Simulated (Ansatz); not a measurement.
Relax this structure to zero stress and force, keeping its symmetry:

```
CELL_PARAMETERS angstrom
3.79860 0.00000 0.00000
0.00000 3.79860 0.00000
0.00000 0.00000 4.84080
ATOMIC_POSITIONS crystal
Sn 0.50000 0.00000 0.23690
Sn 0.00000 0.50000 0.76310
O 0.00000 0.00000 0.00000
O 0.50000 0.50000 0.00000
```

Computed with DFT r2SCAN, scalar-relativistic, plane waves, PAW (Ansatz 0.2.0).

Plane waves to 500 eV, a k mesh through Γ of 10×10×8 on the computed 4-atom cell and Gaussian smearing (0.01 eV); no spin polarisation.

Q: What does it relax to?

A: The volume increases by 0.42 Å³/atom to 17.88 Å³/atom, and the energy falls by 0.9 meV/atom. Final structure:
```
CELL_PARAMETERS angstrom
3.80870 0.00000 0.00000
0.00000 3.80870 0.00000
0.00000 0.00000 4.93087
ATOMIC_POSITIONS crystal
Sn 0.50000 0.00000 0.23258
Sn 0.00000 0.50000 0.76742
O 0.00000 0.00000 0.00000
O 0.50000 0.50000 0.00000
```

Course of the relaxation (steps run on the plane waves of an earlier cell, and the basis is chosen afresh near the end, so energy and pressure can step there; trial steps that raised the energy were taken back; energies are free energies):

| step | E − E_final (meV/atom) | largest force component (eV/Å) | P (GPa) | V (Å³/atom) |
| --- | --- | --- | --- | --- |
| 1 | 0.9 | 0.004 | 0.70 | 17.46 |
| 2 | 0.8 | 0.183 | 0.20 | 17.95 |
| 3 | 0.2 | 0.035 | -0.27 | 17.87 |
| 4 | 0.1 | 0.003 | -0.05 | 17.86 |
| 5 | 0.1 | 0.003 | -0.02 | 17.88 |
| 6 | 0.0 | 0.003 | -0.02 | 17.88 |

Cost: 1 run of about 2.6 core-minutes, on Intel Xeon Platinum 8175M (Skylake/Cascade Lake) (shared hosts).